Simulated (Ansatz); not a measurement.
**TaCd: relaxation of cell and atoms**

These are results of Ansatz 0.2.0, DFT, LDA, PAW with Ansatz's default frozen-core files, scalar-relativistic, not measurements.

Command: `ansatz run input.yaml --threads 1 --pin off --max-ram 2048MiB --backend cpu --events-out ev --progress --plain --runs-dir out` The run took 88 s on 1 thread of Intel(R) Xeon(R) Processor @ 2.50GHz (Skylake/Cascade Lake), with other jobs on the host, peak memory 0.45 GiB.

```yaml
crystal:
  lattice:
    - [1.4659851401, -0.8463869152, 4.7888847909]
    - [0.0, 1.6927738305, 4.7888847909]
    - [-1.4659851401, -0.8463869152, 4.7888847909]
  atoms:
    - { symbol: Cd, position: [0.0, 0.0, 0.0] }
    - { symbol: Ta, position: [0.5, 0.5, 0.5] }
kpoints:
  mp_grid: { grid: [13, 13, 13] }
scf:
  occupations: { method: fermi_dirac, width: 0.03 }
hamiltonian:
  xc: lda
  pseudopotentials: { kind: paw }
output:
  forces: true
  stress: true
relax:
  f_tol: 0.005
  max_steps: 80
  cell: {}
```

Spin polarisation is left out, and whether a magnetic state lies lower isn't shown here.

Spin–orbit coupling is left out, though it moves levels of the heavy atoms by tenths of an eV or more.

The cell is built from the L11 type as a first guess.

The cutoff is 420 eV; energies and pressures of the walk include the program's estimate of the Pulay term. The PAW files were made with PBE; their cores are remade for this functional.

Each frame lists the cell vectors (Å), then Cartesian positions (Å); symmetry keeps all forces zero. Free energies count from the first step, -17799.8518 eV.

The walk took 5 evaluations in all; steps that aren't listed are left out.

Step 1: E = 0.0 meV, P = 1.22 GPa

```
cell 1.4660 -0.8464 4.7889 0.0000 1.6928 4.7889 -1.4660 -0.8464 4.7889
Cd    0.0000    0.0000    0.0000
Ta    0.0000    0.0000    7.1833
```

Step 2: E = -54.3 meV, P = -1.28 GPa

```
cell 1.4422 -0.8327 5.0226 0.0000 1.6653 5.0226 -1.4422 -0.8327 5.0226
Cd    0.0000    0.0000    0.0000
Ta    0.0000    0.0000    7.5339
```

Step 3: E = -54.9 meV, P = 0.92 GPa

```
cell 1.4344 -0.8281 5.0059 0.0000 1.6563 5.0059 -1.4344 -0.8281 5.0059
Cd    0.0000    0.0000    0.0000
Ta    0.0000    0.0000    7.5089
```

(1) How does the relaxation end?

Results:

(1) It converges, with a = 2.877 Å, b = 2.877 Å, c = 15.014 Å, α = 90.00°, β = 90.00°, γ = 120.00° (conventional cell, space group R-3m). The last solve (on a basis chosen afresh for the final cell, so its energy is not quite comparable) gives E = -55.7 meV, P = -0.01 GPa:
```
cell 1.4387 -0.8306 5.0045 0.0000 1.6612 5.0045 -1.4387 -0.8306 5.0045
Cd    0.0000    0.0000    0.0000
Ta    0.0000    0.0000    7.5068
```
